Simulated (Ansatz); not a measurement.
# NdS₅: start and end of a relaxation

A trial structure of NdS₅ was built thus: random cell by space group and Wyckoff sites (P-43m, No. 215). Lengths were set from tabulated atomic sizes, so they are only a guess.

start.cif

```cif
data_structure
_symmetry_space_group_name_H-M 'P-43m'
_symmetry_Int_Tables_number 215
_cell_length_a 5.4977
_cell_length_b 5.4977
_cell_length_c 5.4977
_cell_angle_alpha 90.000
_cell_angle_beta 90.000
_cell_angle_gamma 90.000
_cell_volume 166.17
loop_
_atom_site_label
_atom_site_type_symbol
_atom_site_symmetry_multiplicity
_atom_site_Wyckoff_symbol
_atom_site_fract_x
_atom_site_fract_y
_atom_site_fract_z
_atom_site_occupancy
Nd1 Nd 1 b 0.50000 0.50000 0.50000 1
S1 S 4 e 0.26102 0.26102 0.26102 1
S2 S 1 a 0.00000 0.00000 0.00000 1
```

All numbers below come from DFT PBE, scalar-relativistic, plane waves, PAW, and for the lanthanide a 4f-in-core norm-conserving potential (Ansatz 0.2.0). Cutoff 660 eV, Gaussian smearing, Γ-centred meshes. Cell and atoms relax first on a coarse mesh and then on a finer one. In between, the cell is made exact in the group found at 0.06 Å. In metals the finer mesh still leaves noise of several meV/atom or more. The steps can't lower the symmetry of their start. No spin polarisation.

end.cif

```cif
data_structure
_symmetry_space_group_name_H-M 'P-43m'
_symmetry_Int_Tables_number 215
_cell_length_a 5.5279
_cell_length_b 5.5279
_cell_length_c 5.5279
_cell_angle_alpha 90.000
_cell_angle_beta 90.000
_cell_angle_gamma 90.000
_cell_volume 168.92
loop_
_atom_site_label
_atom_site_type_symbol
_atom_site_symmetry_multiplicity
_atom_site_Wyckoff_symbol
_atom_site_fract_x
_atom_site_fract_y
_atom_site_fract_z
_atom_site_occupancy
Nd1 Nd 1 b 0.50000 0.50000 0.50000 1
S1 S 4 e 0.21979 0.21979 0.21979 1
S2 S 1 a 0.00000 0.00000 0.00000 1
```

The symmetry stays P-43m (No. 215). The volume per atom grows by 1.7 %, from 27.7 to 28.2 Å³. The shortest distance goes from 2.28 Å (Nd–S) to 2.10 Å (S–S). The energy falls by about 0.75 eV/atom (the start's value is from the coarse mesh).

```
Volume per atom                          : 28.15 Å³
Density                                  : 2.99 g/cm³
Energy over the elements                 : +0.01 eV/atom
Gap on the 8×8×8 mesh of the 6-atom cell : 0 eV (a metal)
```

The zero of energy is the elements' standard structures at the same level; no fitted shifts are applied. The formation energy is too near zero to say whether this cell lies below the elements.

The last run used Gaussian smearing of 0.10 eV. For metals, differences of a few meV/atom aren't resolved. An odd number of valence electrons (the lanthanide is held trivalent, its 4f shell in the core) allows no gap without spin; another valence of the lanthanide, a larger cell or a magnetic state could open one. The cell is a metal run without spin; a magnetic state may lie lower. The reference form of S is held partly by dispersion forces, which this level lacks. Symmetry constrained the relaxation, so the result can be a saddle point. In all, the 3 runs took 3.1 min on 1 thread of Arm Neoverse V1, on a shared host. Another cell of NdS5 relaxed alike, in R-3m, lies 0.51 eV/atom lower, so this cell isn't the stable form at this level.

The lanthanide is trivalent by construction, without f bands, f moments or other valences. The reference runs of the other elements, and any phases without the lanthanide, used 420 eV, which shifts energies against them by under 10 meV/atom. The lanthanide's reference is the lowest of its hcp, dhcp and fcc cells.
